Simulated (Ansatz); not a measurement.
Consider the following.

ZrIr3:
```cif
data_Ir3Zr
_chemical_formula_sum 'Zr1 Ir3'
_space_group_name_H-M_alt 'Pm-3m'
_space_group_IT_number 221
_space_group_name_Hall '-P 4 2 3'
_cell_length_a 3.91073
_cell_length_b 3.91073
_cell_length_c 3.91073
_cell_angle_alpha 90.000
_cell_angle_beta 90.000
_cell_angle_gamma 90.000
loop_
_atom_site_label
_atom_site_type_symbol
_atom_site_symmetry_multiplicity
_atom_site_Wyckoff_symbol
_atom_site_fract_x
_atom_site_fract_y
_atom_site_fract_z
_atom_site_occupancy
Zr1 Zr 1 a 0.00000 0.00000 0.00000 1
Ir1 Ir 3 c 0.00000 0.50000 0.50000 1
```

This is the LDA-relaxed structure.

Task: All from DFT-LDA in the program Ansatz with PAW potentials, unless another level is named. Give the Hill bulk and shear moduli.

Result: 313 and 172 GPa.

Task: Give the highest zone-centre frequency.

Result: 6.46 THz.

The first step of the workflow began from a Materials Project structure, measured or hypothetical; the Crystallography Open Database files this formula in space group No. 221, but the cells were not matched. Its standing as an ambient phase is unchecked. Symmetry was held in the LDA relaxation; of distortions, only those at the zone centre were tested. The run is not spin-polarised. As this level gives no gap, shear constants depend on the k-mesh and smearing (Fermi–Dirac, 0.1 eV here). As this level gives no gap, phonon frequencies hold no LO–TO term and depend on the k-mesh and smearing (Fermi–Dirac, 0.1 eV here). Scalar-relativistic: spin–orbit coupling is off unless named, which matters more the heavier the elements.

Potentials: the later of the program's two PAW sets.
